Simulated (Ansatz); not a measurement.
Ansatz (a program for electronic structure) input:

Ansatz 0.2 input:
```yaml
crystal:
  lattice:
    - [-2.0064122632, 2.0064122632, 6.2025841558]
    - [2.0064122632, -2.0064122632, 6.2025841558]
    - [2.0064122632, 2.0064122632, -6.2025841558]
  atoms:
    - { symbol: Sr, position: [0.6460292276, 0.6460292276, 0.0] }
    - { symbol: Sr, position: [0.3539707724, 0.3539707724, 0.0] }
    - { symbol: Sn, position: [0.0, 0.0, 0.0] }
    - { symbol: O, position: [0.8351523592, 0.8351523592, 0.0] }
    - { symbol: O, position: [0.1648476408, 0.1648476408, 0.0] }
    - { symbol: O, position: [0.5, 0.0, 0.5] }
    - { symbol: O, position: [0.0, 0.5, 0.5] }
kpoints:
  mp_grid: { grid: [10, 10, 10] }
hamiltonian:
  xc: lda
  pseudopotentials: { kind: paw }
scf:
  occupations: { method: fixed }
elastic: { mode: relaxed_ion, stencil: two_point, amplitude: 0.005, f_tol: 0.0005 }
```

Output (shortened):

```
Pseudopotential: Sr, paw, valence charge 10
Pseudopotential: Sn, paw, valence charge 14
Pseudopotential: O, paw, valence charge 6
Functional definition: SPW92
Crystal: 7 atoms, lattice volume = 99.879 Å³
Basis set: ecut = 420 eV, 1953 PW (Γ)
Bands: 36, of which v1, the nominal top of the filled ones, is band 29 counted from 1 (28 counted from 0)
Symmetry: 16 space group operations
Space group: I4/mmm (ITA 139), of the structure as read, at distance tolerance 4.6e-5 Å
k-points: 102 of 1000
SCF 1 converged in 12 iterations: F = -14996.658524 eV  dr2 = 4.17e-14
Crystal: 7 atoms, lattice volume = 99.379 Å³
Symmetry: 8 space group operations
k-points: 171 of 1000
SCF 2 converged in 14 iterations: F = -14996.656636 eV  dr2 = 4.67e-14
relax step   1: F+E_penalty+E_count = -14996.65663625 eV  Δ(F+E_penalty+E_count) = +0.000e0 eV  max|allowed force component| = 2.185e-2 eV/Å  Δτ_max = 0.0000 Å  (14 SCF iters, accepted)
Crystal: 7 atoms, lattice volume = 99.379 Å³
SCF 3 converged in 12 iterations: F = -14996.656602 eV  dr2 = 9.20e-14
relax step   2: F+E_penalty+E_count = -14996.65660152 eV  Δ(F+E_penalty+E_count) = +3.473e-5 eV  max|allowed force component| = 3.075e-2 eV/Å  Δτ_max = 0.0035 Å  (12 SCF iters, rejected (line search))
Crystal: 7 atoms, lattice volume = 99.379 Å³
SCF 4 converged in 11 iterations: F = -14996.656673 eV  dr2 = 6.47e-14
relax step   3: F+E_penalty+E_count = -14996.65667338 eV  Δ(F+E_penalty+E_count) = -3.713e-5 eV  max|allowed force component| = 8.113e-3 eV/Å  Δτ_max = 0.0015 Å  (11 SCF iters, accepted)
Crystal: 7 atoms, lattice volume = 99.379 Å³
SCF 5 converged in 9 iterations: F = -14996.656675 eV  dr2 = 1.28e-14
relax step   4: F+E_penalty+E_count = -14996.65667512 eV  Δ(F+E_penalty+E_count) = -1.733e-6 eV  max|allowed force component| = 5.378e-3 eV/Å  Δτ_max = 0.0006 Å  (9 SCF iters, accepted)
Crystal: 7 atoms, lattice volume = 99.379 Å³
SCF 6 converged in 9 iterations: F = -14996.656677 eV  dr2 = 6.63e-14
relax step   5: F+E_penalty+E_count = -14996.65667656 eV  Δ(F+E_penalty+E_count) = -1.443e-6 eV  max|allowed force component| = 2.664e-6 eV/Å  Δτ_max = 0.0003 Å  (9 SCF iters, accepted)
Crystal: 7 atoms, lattice volume = 99.379 Å³
SCF 7 converged in 2 iterations: F = -14996.656677 eV  dr2 = 9.36e-15
Crystal: 7 atoms, lattice volume = 100.378 Å³
Basis set: ecut = 420 eV, 1961 PW (Γ)
SCF 8 converged in 14 iterations: F = -14996.656629 eV  dr2 = 5.65e-14
relax step   1: F+E_penalty+E_count = -14996.65662922 eV  Δ(F+E_penalty+E_count) = +0.000e0 eV  max|allowed force component| = 2.127e-2 eV/Å  Δτ_max = 0.0000 Å  (14 SCF iters, accepted)
Crystal: 7 atoms, lattice volume = 100.378 Å³
SCF 9 converged in 11 iterations: F = -14996.656667 eV  dr2 = 8.62e-15
relax step   2: F+E_penalty+E_count = -14996.65666701 eV  Δ(F+E_penalty+E_count) = -3.780e-5 eV  max|allowed force component| = 4.784e-4 eV/Å  Δτ_max = 0.0014 Å  (11 SCF iters, accepted)
Crystal: 7 atoms, lattice volume = 100.378 Å³
SCF 10 converged in 2 iterations: F = -14996.656667 eV  dr2 = 3.20e-15
Crystal: 7 atoms, lattice volume = 99.379 Å³
Basis set: ecut = 420 eV, 1945 PW (Γ)
SCF 11 converged in 12 iterations: F = -14996.656055 eV  dr2 = 2.56e-14
relax step   1: F+E_penalty+E_count = -14996.65605496 eV  Δ(F+E_penalty+E_count) = +0.000e0 eV  max|allowed force component| = 8.077e-2 eV/Å  Δτ_max = 0.0000 Å  (12 SCF iters, accepted)
Crystal: 7 atoms, lattice volume = 99.379 Å³
SCF 12 converged in 11 iterations: F = -14996.655525 eV  dr2 = 1.07e-14
relax step   2: F+E_penalty+E_count = -14996.65552490 eV  Δ(F+E_penalty+E_count) = +5.301e-4 eV  max|allowed force component| = 1.163e-1 eV/Å  Δτ_max = 0.0106 Å  (11 SCF iters, rejected (line search))
Crystal: 7 atoms, lattice volume = 99.379 Å³
SCF 13 converged in 11 iterations: F = -14996.656450 eV  dr2 = 1.03e-14
relax step   3: F+E_penalty+E_count = -14996.65645010 eV  Δ(F+E_penalty+E_count) = -3.951e-4 eV  max|allowed force component| = 2.375e-2 eV/Å  Δτ_max = 0.0037 Å  (11 SCF iters, accepted)
Crystal: 7 atoms, lattice volume = 99.379 Å³
SCF 14 converged in 10 iterations: F = -14996.656487 eV  dr2 = 3.20e-15
relax step   4: F+E_penalty+E_count = -14996.65648662 eV  Δ(F+E_penalty+E_count) = -3.651e-5 eV  max|allowed force component| = 1.139e-3 eV/Å  Δτ_max = 0.0010 Å  (10 SCF iters, accepted)
Crystal: 7 atoms, lattice volume = 99.379 Å³
SCF 15 converged in 7 iterations: F = -14996.656487 eV  dr2 = 9.97e-14
relax step   5: F+E_penalty+E_count = -14996.65648670 eV  Δ(F+E_penalty+E_count) = -8.830e-8 eV  max|allowed force component| = 1.534e-6 eV/Å  Δτ_max = 0.0001 Å  (7 SCF iters, accepted)
Crystal: 7 atoms, lattice volume = 99.379 Å³
SCF 16 converged in 2 iterations: F = -14996.656487 eV  dr2 = 4.06e-14
Crystal: 7 atoms, lattice volume = 100.378 Å³
SCF 17 converged in 12 iterations: F = -14996.656216 eV  dr2 = 1.38e-14
relax step   1: F+E_penalty+E_count = -14996.65621566 eV  Δ(F+E_penalty+E_count) = +0.000e0 eV  max|allowed force component| = 7.633e-2 eV/Å  Δτ_max = 0.0000 Å  (12 SCF iters, accepted)
Crystal: 7 atoms, lattice volume = 100.378 Å³
SCF 18 converged in 10 iterations: F = -14996.656614 eV  dr2 = 5.04e-14
relax step   2: F+E_penalty+E_count = -14996.65661377 eV  Δ(F+E_penalty+E_count) = -3.981e-4 eV  max|allowed force component| = 4.246e-3 eV/Å  Δτ_max = 0.0036 Å  (10 SCF iters, accepted)
Crystal: 7 atoms, lattice volume = 100.378 Å³
SCF 19 converged in 8 iterations: F = -14996.656615 eV  dr2 = 1.74e-14
relax step   3: F+E_penalty+E_count = -14996.65661473 eV  Δ(F+E_penalty+E_count) = -9.640e-7 eV  max|allowed force component| = 9.155e-5 eV/Å  Δτ_max = 0.0002 Å  (8 SCF iters, accepted)
Crystal: 7 atoms, lattice volume = 100.378 Å³
SCF 20 converged in 2 iterations: F = -14996.656615 eV  dr2 = 7.12e-15
Crystal: 7 atoms, lattice volume = 99.878 Å³
Symmetry: 4 space group operations
k-points: 282 of 1000
SCF 21 converged in 12 iterations: F = -14996.657951 eV  dr2 = 1.80e-14
relax step   1: F+E_penalty+E_count = -14996.65795082 eV  Δ(F+E_penalty+E_count) = +0.000e0 eV  max|allowed force component| = 1.938e-2 eV/Å  Δτ_max = 0.0000 Å  (12 SCF iters, accepted)
Crystal: 7 atoms, lattice volume = 99.878 Å³
SCF 22 converged in 11 iterations: F = -14996.657985 eV  dr2 = 2.44e-14
relax step   2: F+E_penalty+E_count = -14996.65798481 eV  Δ(F+E_penalty+E_count) = -3.399e-5 eV  max|allowed force component| = 1.810e-2 eV/Å  Δτ_max = 0.0072 Å  (11 SCF iters, accepted)
Crystal: 7 atoms, lattice volume = 99.878 Å³
SCF 23 converged in 10 iterations: F = -14996.658077 eV  dr2 = 2.14e-14
relax step   3: F+E_penalty+E_count = -14996.65807675 eV  Δ(F+E_penalty+E_count) = -9.194e-5 eV  max|allowed force component| = 2.945e-3 eV/Å  Δτ_max = 0.0035 Å  (10 SCF iters, accepted)
Crystal: 7 atoms, lattice volume = 99.878 Å³
SCF 24 converged in 11 iterations: F = -14996.658086 eV  dr2 = 5.42e-15
relax step   4: F+E_penalty+E_count = -14996.65808593 eV  Δ(F+E_penalty+E_count) = -9.178e-6 eV  max|allowed force component| = 1.663e-4 eV/Å  Δτ_max = 0.0016 Å  (11 SCF iters, accepted)
Crystal: 7 atoms, lattice volume = 99.878 Å³
SCF 25 converged in 2 iterations: F = -14996.658086 eV  dr2 = 2.50e-15
Crystal: 7 atoms, lattice volume = 99.878 Å³
SCF 26 converged in 12 iterations: F = -14996.657951 eV  dr2 = 1.58e-14
relax step   1: F+E_penalty+E_count = -14996.65795082 eV  Δ(F+E_penalty+E_count) = +0.000e0 eV  max|allowed force component| = 1.938e-2 eV/Å  Δτ_max = 0.0000 Å  (12 SCF iters, accepted)
Crystal: 7 atoms, lattice volume = 99.878 Å³
SCF 27 converged in 11 iterations: F = -14996.658086 eV  dr2 = 4.29e-14
relax step   2: F+E_penalty+E_count = -14996.65808589 eV  Δ(F+E_penalty+E_count) = -1.351e-4 eV  max|allowed force component| = 9.761e-4 eV/Å  Δτ_max = 0.0064 Å  (11 SCF iters, accepted)
Crystal: 7 atoms, lattice volume = 99.878 Å³
SCF 28 converged in 9 iterations: F = -14996.658085 eV  dr2 = 8.18e-15
relax step   3: F+E_penalty+E_count = -14996.65808501 eV  Δ(F+E_penalty+E_count) = +8.783e-7 eV  max|allowed force component| = 3.726e-3 eV/Å  Δτ_max = 0.0003 Å  (9 SCF iters, rejected (line search))
Crystal: 7 atoms, lattice volume = 99.878 Å³
SCF 29 converged in 9 iterations: F = -14996.658086 eV  dr2 = 1.66e-14
relax step   4: F+E_penalty+E_count = -14996.65808595 eV  Δ(F+E_penalty+E_count) = -6.581e-8 eV  max|allowed force component| = 3.303e-4 eV/Å  Δτ_max = 0.0001 Å  (9 SCF iters, accepted)
Crystal: 7 atoms, lattice volume = 99.878 Å³
SCF 30 converged in 2 iterations: F = -14996.658086 eV  dr2 = 4.45e-15
Crystal: 7 atoms, lattice volume = 99.878 Å³
SCF 31 converged in 11 iterations: F = -14996.658116 eV  dr2 = 1.42e-14
relax step   1: F+E_penalty+E_count = -14996.65811573 eV  Δ(F+E_penalty+E_count) = +0.000e0 eV  max|allowed force component| = 3.634e-4 eV/Å  Δτ_max = 0.0000 Å  (11 SCF iters, accepted)
Crystal: 7 atoms, lattice volume = 99.878 Å³
SCF 32 converged in 2 iterations: F = -14996.658116 eV  dr2 = 4.24e-15
Crystal: 7 atoms, lattice volume = 99.878 Å³
SCF 33 converged in 11 iterations: F = -14996.658116 eV  dr2 = 1.34e-14
relax step   1: F+E_penalty+E_count = -14996.65811574 eV  Δ(F+E_penalty+E_count) = +0.000e0 eV  max|allowed force component| = 3.634e-4 eV/Å  Δτ_max = 0.0000 Å  (11 SCF iters, accepted)
Crystal: 7 atoms, lattice volume = 99.878 Å³
SCF 34 converged in 2 iterations: F = -14996.658116 eV  dr2 = 4.10e-15
SCF converged after 12 iterations
Free energy (F): -14996.658524 eV
Harris-Foulkes:  -14996.658524 eV  (|F-HF|=3.64e-12)
Internal energy: -14996.658524 eV  (E = F + TS)
E sigma→0 (E₀):  -14996.658524 eV
Fermi energy:    8.680544 eV
--- Per-component energies (eV) ---
  E_band       = -170.661120
  E_kinetic    = 1386.570727
  E_local      = -3662.407969  (includes V_loc(G=0)·N_el)
  E_nonlocal   = 587.555771
  E_hartree    = 1462.015507
  E_xc         = -1014.219122
  E_vxc        = -798.826605  (∫ρ·V_xc dr)
  E_paw        = -9789.653059  (= ΣΔE_a)
  E_vpaw       = -607.593975  (= ΣTr[D̂ρ^β])
  E_aug_tail   = 0.009914  (compensation charges beyond the density's cutoff)
  E_ewald      = -3967.931147
  E_core_change = 1.400855  (= ΣΔE_core)
  E_smearing   =  0.000000  (= −TS)
  E_closure    = 0.000000  (closes the sum)
  Σ components = -14996.658524   (vs F -14996.658524, Δ=0.00e0)
--- Forces (eV/Å), atoms counted from 1 ---
  atom   1  Sr     0.00000000     0.00000000    -0.00004957
  atom   2  Sr     0.00000000     0.00000000     0.00004957
  atom   3  Sn     0.00000000     0.00000000     0.00000000
  atom   4  O      0.00000000     0.00000000    -0.00035692
  atom   5  O      0.00000000     0.00000000     0.00035692
  atom   6  O      0.00000000     0.00000000     0.00000000
  atom   7  O      0.00000000     0.00000000     0.00000000
  max |Σ_I F_I| component: 5.31e-18 eV/Å
--- Stress (GPa, compression-positive) ---
       -0.007670       0.000000       0.000000
        0.000000      -0.007670       0.000000
        0.000000       0.000000      -0.007802
  P = ⅓ Tr σ = -0.0077 GPa (-0.077 kbar)
--- Band table (eV; the first three rows and the last of 102) ---
  k-point 0: bands = ["-23.6117", "-23.5329", "-11.8738", "-11.5286", "-10.7158", "-10.6477", "-10.6477", "-9.0449", "-7.1131", "-6.9745", "-5.7574", "-5.6589", "-5.6589", "-5.5976", "-5.5976", "-5.0576", "-4.3631", "3.4446", "3.4446", "4.9303", "5.6951", …
  k-point 1: bands = ["-23.6060", "-23.5326", "-11.8202", "-11.4878", "-10.7221", "-10.6508", "-10.6490", "-9.0213", "-7.1803", "-7.0138", "-6.1485", "-5.6857", "-5.6021", "-5.5227", "-5.4418", "-5.0303", "-4.4206", "2.9416", "3.8190", "4.9688", "6.0928", …
  k-point 2: bands = ["-23.5912", "-23.5317", "-11.6651", "-11.3836", "-10.7388", "-10.6589", "-10.6543", "-8.9319", "-7.2773", "-7.0609", "-6.8116", "-5.7548", "-5.5430", "-5.4122", "-5.3657", "-4.9760", "-4.6031", "2.0496", "4.8050", "5.1238", "6.2468", …
  k-point 101: bands = ["-23.5837", "-23.5612", "-11.8738", "-11.5023", "-10.7157", "-10.6473", "-10.6473", "-9.2728", "-7.2510", "-5.8183", "-5.7576", "-5.7395", "-5.7395", "-5.5152", "-5.5152", "-5.2836", "-5.0944", "3.4710", "3.4710", "5.3259", "5.9399", …
--- Elastic constants: 4 strain directions × 2 members + reference (group order 16) ---
  dense FFT box of the reference and of every strained cell: 48×48×48
  strains applied: 11, 33, 23, 12; error gains …
  C = ∂σ_k/∂η_j (tension-positive GPa; Voigt order 11 22 33 23 13 12):
       252.750     50.541     85.520      0.000      0.000      0.000
        50.541    252.750     85.520      0.000      0.000      0.000
        85.506     85.506    266.995      0.000      0.000      0.000
         0.000      0.000      0.000     64.115      0.000      0.000
         0.000      0.000      0.000      0.000     64.115      0.000
         0.000      0.000      0.000      0.000      0.000     59.126
  reference stress σ⁰ (GPa):      0.008      0.008      0.008      0.000      0.000      0.000
  moduli (Voigt/Reuss/Hill, GPa): K = 135.07/133.98/134.53   G = 74.20/71.21/72.71   E = 184.82   ν = 0.271
  mechanically stable: yes (min eigenvalue of sym C = 59.13 GPa)
  strain η (Voigt 11):  stress-route row diagonal C_11 = 252.75 GPa, energy-path curvature d²(F+E_count+ΔE)/dδ²/Ω₀ = 252.77 GPa
         δ    σ_11 (GPa)             F (eV)   n_scf  n_hpsi   n_pw
    -5.000e-3      -1.2868      -14996.6566766       2   53115   1963   relax 5 steps, max|allowed force component| 2.66e-6 eV/Å
     5.000e-3       1.2407      -14996.6566670       2   53107   1980   relax 2 steps, max|allowed force component| 4.78e-4 eV/Å
  strain η (Voigt 33):  stress-route row diagonal C_33 = 267.00 GPa, energy-path curvature d²(F+E_count+ΔE)/dδ²/Ω₀ = 266.89 GPa
         δ    σ_33 (GPa)             F (eV)   n_scf  n_hpsi   n_pw
    -5.000e-3      -1.3558      -14996.6564867       2   31618   1965   relax 5 steps, max|allowed force component| 1.53e-6 eV/Å
     5.000e-3       1.3141      -14996.6566147       2   31699   1981   relax 3 steps, max|allowed force component| 9.16e-5 eV/Å
  strain η (Voigt 23):  stress-route row diagonal C_44 = 64.11 GPa, energy-path curvature d²(F+E_count+ΔE)/dδ²/Ω₀ = 64.11 GPa
         δ    σ_23 (GPa)             F (eV)   n_scf  n_hpsi   n_pw
    -5.000e-3      -0.3206      -14996.6580859       2   87391   1972   relax 4 steps, max|allowed force component| 1.66e-4 eV/Å
     5.000e-3       0.3206      -14996.6580860       2   87412   1972   relax 4 steps, max|allowed force component| 3.30e-4 eV/Å
  strain η (Voigt 12):  stress-route row diagonal C_66 = 59.13 GPa, energy-path curvature d²(F+E_count+ΔE)/dδ²/Ω₀ = 59.12 GPa
         δ    σ_12 (GPa)             F (eV)   n_scf  n_hpsi   n_pw
    -5.000e-3      -0.2956      -14996.6581157       2   53321   1974   relax 1 steps, max|allowed force component| 3.63e-4 eV/Å
     5.000e-3       0.2956      -14996.6581157       2   53346   1974   relax 1 steps, max|allowed force component| 3.63e-4 eV/Å
```

Cost: around 14 core-minutes (rough) on shared cores.

The first step of the workflow began from a Materials Project structure, measured or hypothetical; the Crystallography Open Database files this formula in space group No. 139, but the cells were not matched. Whether it is the stable phase at ambient conditions was not checked. The cell was relaxed with LDA under the symmetry of its start; of distortions, only those at the zone centre were tested. Spin–orbit coupling is left out wherever it is not named.

Potentials: the later of the program's two PAW sets.

Ansatz is a plane-wave DFT program.
